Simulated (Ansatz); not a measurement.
An Ansatz input (plane waves, PAW) for ReP₂ in the CdI2-type structure that has something wrong with it:

```yaml
crystal:
  lattice:
    - [3.048362625002, 0.0, 0.0]
    - [-1.524181312501, 2.639959473199, 0.0]
    - [0.0, 0.0, 5.096658866]
  atoms:
    - { symbol: Re, position: [0.0, 0.0, 0.0] }
    - { symbol: P, position: [0.3333333333333, 0.6666666666667, 0.3284640864] }
    - { symbol: P, position: [0.6666666666667, 0.3333333333333, 0.6715359136] }
basis:
  ecutwfc: 420
  ecutrho_ratio: 4
kpoints:
  mp_grid: { grid: [1, 1, 1] }
hamiltonian:
  xc: pbesol
scf:
  occupations: { method: gaussian, width: 0.05 }
  max_iter: 60
output:
  forces: true
  stress: true
```

Launched as:
```sh
ansatz run input.yaml --threads 4 --pin off --max-ram 4096MiB --backend cpu --events-out ev --progress --plain --runs-dir out
```

What the program printed:

```
SCF iter   1: F=—  HF=-12208.655554 eV  |F-HF|=—  |Δ(HF+E_count)|=         —  Δρ=1.99e-1  dr2=5.20e1  ethr=1.77e-3  ⟨swp⟩=5.0  Hψ=90  notcnv=0
SCF iter   2: F=—  HF=-12205.855479 eV  |F-HF|=—  |Δ(HF+E_count)|=    2.80e0  Δρ=2.86e-1  dr2=1.22e2  ethr=1.77e-3  ⟨swp⟩=4.0  Hψ=52  notcnv=0  defer=1  recentre
SCF iter   3: F=—  HF=-12202.975201 eV  |F-HF|=—  |Δ(HF+E_count)|=    2.88e0  Δρ=1.25e-1  dr2=2.34e1  ethr=1.77e-3  ⟨swp⟩=4.0  Hψ=52  notcnv=0  defer=1
SCF iter   4: F=—  HF=-12200.202429 eV  |F-HF|=—  |Δ(HF+E_count)|=    2.77e0  Δρ=6.34e-2  dr2=3.89e0  ethr=1.77e-3  ⟨swp⟩=2.0  Hψ=36  notcnv=0
SCF iter   5: F=—  HF=-12199.673861 eV  |F-HF|=—  |Δ(HF+E_count)|=   5.29e-1  Δρ=3.97e-2  dr2=6.45e-1  ethr=1.77e-3  ⟨swp⟩=3.0  Hψ=32  notcnv=0
SCF iter   6: F=—  HF=-12203.853875 eV  |F-HF|=—  |Δ(HF+E_count)|=    4.18e0  Δρ=2.78e-1  dr2=1.09e2  ethr=1.77e-3  ⟨swp⟩=3.0  Hψ=40  notcnv=0  defer=1  recentre
SCF iter   7: F=—  HF=-12199.668364 eV  |F-HF|=—  |Δ(HF+E_count)|=    4.19e0  Δρ=2.70e-2  dr2=8.68e-1  ethr=1.77e-3  ⟨swp⟩=4.0  Hψ=34  notcnv=0
SCF iter   8: F=—  HF=-12199.641500 eV  |F-HF|=—  |Δ(HF+E_count)|=   2.69e-2  Δρ=2.30e-2  dr2=5.94e-1  ethr=1.77e-3  ⟨swp⟩=1.0  Hψ=25  notcnv=0
...
SCF iter  19: F=—  HF=-12199.579945 eV  |F-HF|=—  |Δ(HF+E_count)|=   1.51e-5  Δρ=1.70e-4  dr2=3.27e-5  ethr=4.18e-6  ⟨swp⟩=1.0  Hψ=17  notcnv=0
SCF iter  20: F=—  HF=-12199.579971 eV  |F-HF|=—  |Δ(HF+E_count)|=   2.64e-5  Δρ=1.00e-4  dr2=1.08e-5  ethr=1.31e-7  ⟨swp⟩=1.0  Hψ=17  notcnv=0
SCF iter  21: F=—  HF=-12199.579971 eV  |F-HF|=—  |Δ(HF+E_count)|=   1.74e-7  Δρ=1.01e-5  dr2=1.23e-7  ethr=4.32e-8  ⟨swp⟩=1.0  Hψ=17  notcnv=0
SCF iter  22: F=-12199.579971 eV  HF=-12199.579971 eV  |F-HF|=4.42e-9  |Δ(HF+E_count)|=   2.04e-9  Δρ=2.14e-6  dr2=4.84e-9  ethr=4.00e-10  ⟨swp⟩=3.0  Hψ=44  notcnv=0
```

```
SCF 1 converged in 22 iterations: F = -12199.579971 eV  dr2 = 4.84e-9
SCF converged after 22 iterations
Free energy (F): -12199.579971 eV
E sigma→0 (E₀):  -12199.549283 eV
Entropy (-TS):   -0.061375 eV (-20.458 meV/atom)
Fermi energy:    18.806304 eV
--- Forces (eV/Å), atoms counted from 1 ---
  atom   1  Re     0.00000000     0.00000000     0.00000000
  atom   2  P      0.00000000     0.00000000    -8.79112722
  atom   3  P      0.00000000     0.00000000     8.79112722
--- Stress (GPa, compression-positive) ---
       92.703733       0.000000       0.000000
        0.000000      92.703733       0.000000
        0.000000       0.000000       6.239642
  P = ⅓ Tr σ = 63.8824 GPa (638.824 kbar)
```

Question: What is wrong with it?

Answer: One k-point for a small cell. Against the sound input: kpoints.mp_grid.grid: [12, 12, 6] → [1, 1, 1] (the cap on iterations is only a precaution).

The run converged all the same; its pressure of 64 GPa shows the fault against the sound run's. Its energy lies 6145 meV/atom from the sound one. It took about 1.5 core-seconds on a shared host. The run before the change (PBEsol, 420 eV, 12×12×6 mesh) gave:

```tsv
run	P (GPa)	gap on the mesh (eV)	cell moment (μB)	largest force component (eV/Å)
sound	0.0	metal	–	0.001
spoiled	63.9	metal	–	8.791
```

This is a trial structure made by placing the elements on a prototype's sites, so it needn't be the stable form.

Of that run: The cell is a metal with an odd number of electrons, and spin polarisation wasn't tried.
